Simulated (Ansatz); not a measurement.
CdSe:
```yaml
crystal:
  lattice:
    - [0.00000, 3.06665, 3.06665]
    - [3.06665, 0.00000, 3.06665]
    - [3.06665, 3.06665, 0.00000]
  atoms:
    - { symbol: Se, position: [0.75000, 0.75000, 0.75000] }
    - { symbol: Cd, position: [0.00000, 0.00000, 0.00000] }
```

Cartesian axes are those of the cell as given.

### Question
Give the high-frequency dielectric tensor and the Born effective charge tensors of the independent atoms from DFPT, r²SCAN in the plane-wave PAW code Ansatz.

### Answer

ε∞:
```
6.56  0.00  0.00
0.00  6.56  0.00
0.00  0.00  6.56
```
Z* of atom 1 (Se), rows: field, columns: displacement, in e:
```
-2.26   0.00   0.00
 0.00  -2.26   0.00
 0.00   0.00  -2.26
```
Z* of atom 2 (Cd), rows: field, columns: displacement, in e:
```
2.26  0.00  0.00
0.00  2.26  0.00
0.00  0.00  2.26
```

Static charges for comparison (Bader): Se1 -0.82, Cd2 +0.82 e. Born charges measure polarisation by displacement and can exceed these by far.

Space group F-43m (zinc blende). Symmetry was held in the r²SCAN relaxation; phonons on a q-mesh show no instability. Spin–orbit coupling is left out wherever it is not named.

Potentials: the later of the program's two PAW sets.
